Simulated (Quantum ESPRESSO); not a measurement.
# Band energies of SrAlGeH at +1 % biaxial strain

```
CELL_PARAMETERS angstrom
      4.27460     0.00000     0.00000
     -2.13730     3.70191     0.00000
      0.00000     0.00000     4.78737
ATOMIC_POSITIONS crystal
  H  0.00000 0.00000 0.09776
  Al 0.00000 0.00000 0.46454
  Ge 0.66667 0.33333 0.56100
  Sr 0.33333 0.66667 0.00590
```

norm-conserving PBEsol (Quantum ESPRESSO, 78 Ry, no spin-orbit coupling); path ΓMKΓALHA,LM,KH; energies in eV from the valence-band maximum.

| k (1/Å) | point | band 10 | band 11 | band 12 | band 13 | band 14 | band 15 | band 16 | band 17 |
|---|---|---|---|---|---|---|---|---|---|
| 0.00 | Γ | -10.03 | -4.57 | -1.38 | -0.87 | -0.87 | 1.05 | 2.95 | 2.95 |
| 0.36 |  | -9.56 | -5.01 | -2.32 | -1.24 | -1.18 | 1.30 | 2.98 | 3.34 |
| 0.73 |  | -8.46 | -6.35 | -3.11 | -1.65 | -0.77 | 0.63 | 2.25 | 2.91 |
| 0.85 | M | -8.28 | -6.56 | -3.16 | -1.68 | -0.72 | 0.54 | 2.26 | 2.88 |
| 1.22 |  | -8.06 | -6.43 | -3.70 | -2.54 | -0.69 | 1.04 | 2.66 | 3.67 |
| 1.34 | K | -8.00 | -6.44 | -3.84 | -2.57 | -0.70 | 1.00 | 2.84 | 3.67 |
| 1.56 |  | -8.32 | -6.21 | -3.45 | -2.52 | -0.73 | 1.24 | 2.44 | 3.44 |
| 1.99 |  | -9.65 | -4.91 | -2.10 | -1.40 | -1.18 | 1.99 | 2.32 | 3.24 |
| 2.32 | Γ | -10.03 | -4.57 | -1.38 | -0.87 | -0.87 | 1.05 | 2.95 | 2.95 |
| 2.65 |  | -9.73 | -5.37 | -0.74 | -0.67 | -0.67 | 1.40 | 2.09 | 2.09 |
| 2.97 | A | -9.36 | -6.11 | -0.41 | -0.41 | 0.00 | 1.27 | 1.65 | 1.65 |
| 3.08 |  | -9.33 | -6.07 | -0.90 | -0.54 | -0.09 | 1.44 | 1.83 | 1.98 |
| 3.40 |  | -8.97 | -5.63 | -3.28 | -1.46 | -1.10 | 1.35 | 3.10 | 3.42 |
| 3.82 | L | -8.34 | -5.82 | -4.22 | -2.04 | -1.68 | 1.20 | 3.47 | 4.75 |
| 4.12 |  | -8.18 | -5.99 | -4.11 | -2.77 | -1.48 | 2.55 | 2.83 | 4.83 |
| 4.31 | H | -8.05 | -6.12 | -4.04 | -3.04 | -1.36 | 2.18 | 3.84 | 4.88 |
| 4.49 |  | -8.21 | -5.93 | -4.08 | -2.86 | -1.43 | 2.50 | 3.35 | 4.57 |
| 4.76 |  | -8.76 | -5.53 | -3.76 | -2.15 | -1.26 | 2.22 | 3.37 | 3.52 |
| 5.03 |  | -9.20 | -5.88 | -2.13 | -1.13 | -0.52 | 1.60 | 2.47 | 2.79 |
| 5.29 | A | -9.36 | -6.11 | -0.41 | -0.41 | 0.00 | 1.27 | 1.65 | 1.65 |
| 5.29 | L | -8.34 | -5.82 | -4.22 | -2.04 | -1.68 | 1.20 | 3.47 | 4.75 |
| 5.62 |  | -8.31 | -6.26 | -3.64 | -1.87 | -1.18 | 0.55 | 3.00 | 3.76 |
| 5.95 | M | -8.28 | -6.56 | -3.16 | -1.68 | -0.72 | 0.54 | 2.26 | 2.88 |
| 5.95 | K | -8.00 | -6.44 | -3.84 | -2.57 | -0.70 | 1.00 | 2.84 | 3.67 |
| 6.23 |  | -8.02 | -6.33 | -3.57 | -3.24 | -1.01 | 2.24 | 3.56 | 3.62 |
| 6.61 | H | -8.05 | -6.12 | -4.04 | -3.04 | -1.36 | 2.18 | 3.84 | 4.88 |

The PBEsol gap is 0.43 eV; at least one edge lies off the plotted path, at a point of the SCF mesh. The smallest direct gap is 1.23 eV.

Spin-orbit splittings are left out.

Geometry strained from the cell relaxed with PBEsol, atoms relaxed again.

The structure is a Materials Project entry; no match was found in the copy of COD used, and its stability was not checked.
